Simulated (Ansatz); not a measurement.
IrW:
Space group P4/mmm (No. 123); a = b = 2.776 Å, c = 3.932 Å, α = β = γ = 90.00°

| atom | site | symmetry | x | y | z |
|---|---|---|---|---|---|
| Ir | 1a | 4/mmm | 0.0000 | 0.0000 | 0.0000 |
| W | 1d | 4/mmm | 0.5000 | 0.5000 | 0.5000 |

Relaxed at zero pressure with the program Ansatz at the PBE level (PAW).

Problem. The volume is lowered by 6 % and shape and atoms relax at that volume. What pressure results, and how do the axes share the change?

Solution. 23.9 GPa; a -2.1 %, b -2.1 %, c -2.0 %; the energy rises by 64 meV/atom.

Problem. Give the new structure.

Solution. 
Space group P4/mmm (No. 123); a = b = 2.718 Å, c = 3.855 Å, α = β = γ = 90.00°

```
atom  site  symmetry       x       y       z
----  ----  --------  ------  ------  ------
Ir      1a     4/mmm  0.0000  0.0000  0.0000
W       1d     4/mmm  0.5000  0.5000  0.5000
```

The phase is kept; no other phase was compared at this pressure.

The start of the workflow was typed in or built on a structure type; neither database checked (COD, Materials Project) lists it. COD files the formula under space group No. 51. Its standing as an ambient phase is unchecked. Symmetry was held in the PBE relaxation; its stability against distortions is not shown here. The run is not spin-polarised. Axis ratios of metals converge slowly with the k-mesh, so a and c are less sure than the volume. Spin–orbit coupling is left out wherever it is not named.

Potentials: the later of the program's two PAW sets.
